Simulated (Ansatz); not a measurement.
The start is a relaxed ZnSe cell with every coordinate shifted by Gaussian noise of σ = 0.2 Å. The cell and all atomic positions are relaxed at zero pressure with PBEsol (plane waves to 420 eV, PAW, scalar-relativistic; Ansatz, a quantum-chemistry and plane-wave program). The first steps use a coarse 7×7×7 k-mesh.

Initial structure:
```yaml
crystal:
  lattice:
    - [0.00000, 2.81687, 2.81687]
    - [2.81687, 0.00000, 2.81687]
    - [2.81687, 2.81687, 0.00000]
  atoms:
    - { symbol: Se, position: [0.69747, 0.84511, 0.72371] }
    - { symbol: Zn, position: [0.93191, 0.96708, 0.00153] }
```

Problem. How large is the pressure on the unrelaxed cell, and of which sign?

Solution. +6.7 GPa (positive: the cell is compressed).

Problem. By how much does the energy per atom fall from start to end?

Solution. 0.35 eV/atom.

Problem. How do the shortest distances between atoms change?

Solution. The closest pairs of elements (up to four, under 3.6 Å), start → end: Se–Zn 2.09 → 2.44 Å.

Problem. What band gap does the relaxed structure have at this level?

Solution. 1.24 eV, direct at Γ (no spin-orbit coupling).

It ends as:

```cif
data_Se4Zn4
_chemical_formula_sum 'Se4 Zn4'
_space_group_name_H-M_alt 'F-43m'
_space_group_IT_number 216
_space_group_name_Hall 'F -4 2 3'
_cell_length_a 5.63353
_cell_length_b 5.63353
_cell_length_c 5.63353
_cell_angle_alpha 90.000
_cell_angle_beta 90.000
_cell_angle_gamma 90.000
loop_
_atom_site_label
_atom_site_type_symbol
_atom_site_symmetry_multiplicity
_atom_site_Wyckoff_symbol
_atom_site_fract_x
_atom_site_fract_y
_atom_site_fract_z
_atom_site_occupancy
Se1 Se 4 b 0.50000 0.50000 0.50000 1
Zn1 Zn 4 d 0.75000 0.75000 0.75000 1
```
(The calculation used a cell of 2 atoms; values per cell refer to that cell.)

Final values are on a 10×10×10 k-mesh of the relaxed cell. No spin polarisation in the result.
